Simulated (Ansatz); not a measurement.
Computed with DFT PBE, scalar-relativistic, plane waves, PAW in Ansatz. Plane waves to 420 eV, a 10×10×6 mesh through Γ for the 6-atom cell and 0.10 eV Gaussian smearing; no spin polarisation.

Energies over the elements count from the elements' standard structures at the same level, with no fitted energy shifts.

Q: Give a relaxed trial structure of a tetragonal metal made of Al, As and Sc, with a formation energy near −0.77 eV/atom and about 19 Å³ per atom, in a cell of 6 atoms.

A: Sc₂AlAs₃, space group P-4m2 (No. 115). Sc is surrounded by 5 As at 2.72–2.79 Å, 2 Al at 3.11 Å and 2 As at 3.11 Å; Al is surrounded by 4 As at 2.71 Å, 4 Sc at 3.11 Å and 4 As at 3.26 Å; around As on a site of symmetry -4m2 lie 4 Al at 2.71 Å, 4 Sc at 3.11 Å and 4 As at 3.26 Å; around As on a site of symmetry 2mm lie 5 Sc at 2.72–2.79 Å, 2 Al at 3.26 Å and 2 As at 3.26 Å.

```
Sc Al As
1.0
     3.83368    0.00000    0.00000
     0.00000    3.83368    0.00000
     0.00000    0.00000    7.87772
Sc Al As
2 1 3
Cartesian
  0.0000 1.9168 5.4295
  1.9168 0.0000 2.4482
  0.0000 0.0000 0.0000
  1.9168 1.9168 0.0000
  0.0000 1.9168 2.6388
  1.9168 0.0000 5.2389
```

| Quantity | Value |
| --- | --- |
| Volume per atom | 19.30 Å³ |
| Density | 4.90 g/cm³ |
| Energy over the elements | −0.77 eV/atom |
| Gap on the 10×10×6 mesh of the 6-atom cell | 0 eV (a metal) |

The cell was found from a structure generator's guess, not taken from experiment. The answer needn't be unique; the calculation gave this one.

The reference form of As is held partly by dispersion forces, which this level lacks. Symmetry constrained the relaxation, so the result can be a saddle point.
